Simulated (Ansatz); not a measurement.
Q: Name crystals whose computed values (LDA in the plane-wave PAW code Ansatz) fall in these windows: B₀ by P(V) fit (GPa) 170 to 230; highest Γ mode, no LO–TO term (cm⁻¹) 670 to 790; G_Hill (GPa) 120 to 160.

A: 

```tsv
crystal	B₀ by P(V) fit (GPa)	highest Γ mode, no LO–TO term (cm⁻¹)	G_Hill (GPa)
AlV2C, P6_3/mmc (Al on 2c, V on 4f, C on 2a)	195	736	145
AlN, P6_3/mmc (Al on 2d, N on 2c)	222	701	129
AlCr2C, P6_3/mmc (Al on 2d, Cr on 4f, C on 2a)	212	711	149
```
Others may fit too.

Not the usual ambient phase: AlN, P6_3/mmc (Al on 2d, N on 2c). All cells were relaxed under the symmetry of their starts (and spin orders); stability against distortions was not tested throughout. Rows with no word on spin ran without spin polarisation.

Potentials: the later of the program's two PAW sets.
